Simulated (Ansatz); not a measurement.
## Two-dimensional strain map in KNaICl

All numbers below come from Ansatz, DFT PBEsol, scalar-relativistic, plane waves, PAW. Settings: plane waves to 420 eV, k-mesh 6×6×4 (Γ-centred), Gaussian smearing 0.05 eV. Spin–orbit coupling is left out, which matters for the heavy elements here. No spin polarisation. Energies are free energies at this smearing, counted from the undisturbed cell; pressure is positive in compression.

The undisturbed cell (as given, not relaxed at this level; it stands at -0.8 GPa, and it needn't be the usual structure):

```
K Na I Cl
1.0
     4.51040    0.00000    0.00000
     0.00000    4.51040    0.00000
     0.00000    0.00000    6.81906
K Na I Cl
1 1 1 1
Direct
  0.50000 0.50000 0.50000
  0.00000 0.00000 0.00000
  0.50000 0.50000 0.00000
  0.00000 0.00000 0.50000
```

The cell is strained by p along both x and y and by q along z, fractional coordinates fixed. Points are written (p, q).

Energy above the undisturbed cell in meV/atom (a dash: not computed):

```csv
p \ q,-0.030,-0.015,0.000,0.030
-0.030,-3.4,-3.9,-3.1,1.5
0.000,-2.1,–,0.0,6.4
0.030,14.1,–,18.2,26.4
```

Pressure in GPa:

```
 p \ q  -0.030  -0.015  0.000  0.030
-0.030     0.6     0.4    0.2   -0.1
 0.000    -0.5       –   -0.8   -1.1
 0.030    -1.2       –   -1.5   -1.7
```

Gap on the k-mesh in eV:

```csv
p \ q,-0.030,-0.015,0.000,0.030
-0.030,4.11,4.07,4.04,3.97
0.000,3.96,–,3.90,3.84
0.030,3.81,–,3.77,3.72
```